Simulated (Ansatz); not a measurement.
LaSi$_{2}$Ir$_{2}$:
```xyz
5
Lattice="-2.0632 2.0632 5.1857 2.0632 -2.0632 5.1857 2.0632 2.0632 -5.1857" Properties=species:S:1:pos:R:3 pbc="T T T"
Si     0.0000     0.0000     3.8409
Si     0.0000     0.0000     6.5304
Ir     0.0000     2.0632     2.5928
Ir     2.0632     0.0000     2.5928
La     0.0000     0.0000     0.0000
```

Relaxed with r²SCAN. Special points in fractions of this cell's reciprocal vectors: Γ (0.000, 0.000, 0.000); X (0.000, 0.000, 0.500); P (0.250, 0.250, 0.250); N (0.000, 0.500, 0.000); M (0.500, 0.500, -0.500); S (0.290, 0.710, -0.290); S0 (-0.290, 0.290, 0.290); R (-0.079, 0.079, 0.500); G (0.500, 0.500, -0.079).

Q: List the band energies nearest the Fermi level at these points for plane-wave PAW r²SCAN (Ansatz code).

A: In eV from the Fermi level; about four levels below and three above (degenerate sets whole), none deeper than 8.9 eV; points with the same levels are listed once.

```
k                    below           above
-  -----------------------  --------------
Γ  -1.46 -1.34 -1.34 -0.73  0.51 1.69 1.69
X  -2.05 -2.01 -1.94 -0.95  0.95 0.98 1.83
P  -2.03 -2.03 -1.41 -1.41  0.97 0.97 1.82
N  -3.29 -3.17 -2.56 -1.62  0.07 1.38 1.96
M  -1.41 -0.44 -0.44 -0.25  0.51 1.64 2.20
S  -3.00 -2.99 -2.97 -0.16  0.20 0.26 2.36
R  -2.63 -2.06 -1.17 -0.99  0.96 0.96 2.04
```

Space group I4/mmm. The workflow started from an entry of the Crystallography Open Database (COD). Whether it is the stable phase at ambient conditions was not checked. The cell was relaxed with r²SCAN under the symmetry of its start; its stability against distortions is not shown here. The run is not spin-polarised. Scalar-relativistic: spin–orbit coupling is off unless named, which matters more the heavier the elements.

Potentials: the later of the program's two PAW sets.
